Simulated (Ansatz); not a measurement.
Suppose SiTe4H takes space group R-3m (No. 166), with Si on 3a; Te on 6c and 6c; H on 3b.

All numbers below come from Ansatz, DFT PBE, scalar-relativistic, plane waves, PAW. Cutoff 420 eV, Γ-centred mesh, Gaussian smearing, no spin polarisation.

Formation energies are uncorrected and refer to the elements' standard structures at the same level (H₂ as a molecule).

**Question.** Give the relaxed lattice parameters and positions.

**Answer.**

Space group R-3m:H (No. 166). a = 5.471 Å, b = 5.471 Å, c = 16.314 Å, α = 90.00°, β = 90.00°, γ = 120.00°
```tsv
atom	site	symmetry	x	y	z
Si	3a	-3m	0.0000	0.0000	0.0000
Te	6c	3m	0.0000	0.0000	0.8284
Te	6c	3m	0.6667	0.3333	0.7119
H	3b	-3m	0.6667	0.3333	0.8333
```

Si is surrounded by 2 Te at 2.80 Å and 6 Te at 3.24 Å; around Te on its first site lie 1 Si at 2.80 Å, 3 H at 3.16 Å and 3 Te at 3.16 Å; Te on its second site has 1 H at 1.98 Å and 3 Si at 3.24 Å; H is surrounded by 2 Te at 1.98 Å and 6 Te at 3.16 Å. Another local minimum with the same sites may exist.

**Question.** Where does its energy lie, and is it a metal?

**Answer.** The energy over the elements is +0.43 eV/atom and the gap on the 12×12×12 mesh of the 6-atom cell is 0 eV (a metal). It can't be a ground state, since the elements alone are lower.

The last run used Gaussian smearing of 0.10 eV. These runs have no spin–orbit coupling, which can matter for Te. An odd number of electrons in the primitive cell allows no gap without spin; a larger cell or a magnetic state could open one. The cell is a metal run without spin; a magnetic state may lie lower. The reference form of Te is held partly by dispersion forces, which this level lacks. With hydrogen, zero-point motion can shift formation energies by some tens of meV/atom. A structure relaxed within its symmetry needn't be a true minimum.
